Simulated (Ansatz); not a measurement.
Cr₃B₄, several self-consistent solutions

```xyz
14
Lattice="-2.9520 2.9860 13.0200 1.4760 -1.4930 6.5100 1.4760 1.4930 -6.5100" Properties=species:S:1:pos:R:3 pbc="T T T"
Cr    0.0000    0.0000    2.4230
Cr    0.0000    0.0000   10.5970
Cr    1.4760    0.0000    0.0000
B     0.0000    0.0000    4.6963
B     0.0000    0.0000    8.3237
B     1.4760    0.0000    5.6650
B     0.0000    1.4930    0.8450
Cr   -1.4760    1.4930    8.9330
Cr   -1.4760    1.4930   17.1070
Cr    0.0000    1.4930    6.5100
B    -1.4760    1.4930   11.2063
B    -1.4760    1.4930   14.8337
B     0.0000    1.4930   12.1750
B    -1.4760    2.9860    7.3550
```

Method: r2SCAN in Ansatz 0.2.0, PAW datasets, plane waves to 500 eV, 5×10×10 Γ-centred mesh, fermi-dirac occupations of width 0.050 eV. The atoms are fixed and numbered as listed; spin is collinear, without spin-orbit coupling.

Different starts of the self-consistent cycle ended in different solutions. Their moments in μB:

```tsv
state	Cr1	Cr2	Cr3	Cr8	Cr9	Cr10	other atoms together	size of the net moment a cell
A	0.00	0.00	0.00	0.00	0.00	0.00	0.00	0.00
B	0.71	-0.71	1.37	-0.71	0.71	-1.37	0.00	0.00
C	0.47	0.47	1.63	0.47	0.47	1.63	-0.32	5.03
```

Site moments are taken in small spheres that don't touch (radius about 0.4 of the atom's shortest bond), so those of the magnetic atoms read low, and they needn't add up to the net moment. State A was run without spin polarisation.

Task: What is the order in energy at zero smearing?

Result: State C (parallel moments) is lowest; B (antiparallel, compensated) lies 10.7 meV above it, A (without moments) lies 25 meV above it, all counted an atom of the cell.

Task: Which states have a gap on the mesh, and what pressure does each exert on this cell?

Result: A: no gap, -11.9 GPa; B: no gap, -6.7 GPa; C: no gap, -6.2 GPa (positive in compression). Moments take up room: without them the pressure is lower, so that state wants a smaller cell.

Task: How much does the cell gain by forming moments?

Result: 25 meV an atom of the cell, or 59 meV for each Cr atom, against state A, which has none. In a metal like this the level decides whether moments form at all, so this is no ordering energy.

The cell is that of a Crystallography Open Database entry, unchanged but doubled along one cell vector so that moments can oppose.

Caveats: only orders that fit this cell and collinear spins were tried, so the true order may need a larger cell or canted moments; atoms and cell are not relaxed, and each state would relax in its own way; r2SCAN overestimates the moments and magnetic energies of itinerant metals, and can make a paramagnetic metal magnetic; the k mesh is coarse, so differences of a few meV are uncertain where a state is a metal; at this level the entry's cell stands at -6 GPa (positive in compression); one start a pattern, so a lower state of the same pattern may exist; the atoms stand off equilibrium, with forces up to 0.5 eV/Å.
